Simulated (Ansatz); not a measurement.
Values for one crystal, relaxed and computed with the program Ansatz at the r²SCAN level (PAW); other levels are named.

- Volume per atom: 17.14 Å³
- Electronic character: metallic (no gap)
- Density of states at the Fermi level: 0.30 states/eV per atom (mean over ±0.08 eV)
- Bulk modulus (Birch–Murnaghan fit): 191 GPa
- Formation energy from the elements (no fitted shifts): -0.12 eV/atom
- Pressure derivative B′: 5.6
- Gap with spin–orbit coupling: none (metallic)

Q: Pick the material that matches.
A) Pt3Pb, Cu3Au type
B) NdTl, CsCl type
C) MoPt, Pmma (Mo on 2e, Pt on 2f)
D) Gd3Al, Cu3Au type

A: A, Pt3Pb, Cu3Au type

Space group Pm-3m (Cu3Au type). The workflow started from an entry of the Crystallography Open Database (COD). Its standing as an ambient phase is unchecked. Symmetry was held in the r²SCAN relaxation; its stability against distortions is not shown here. No spin polarisation was allowed. The references are the lowest solids computed at this level, not always the standard phases. Spin–orbit coupling is left out wherever it is not named.

Potentials: the later of the program's two PAW sets.
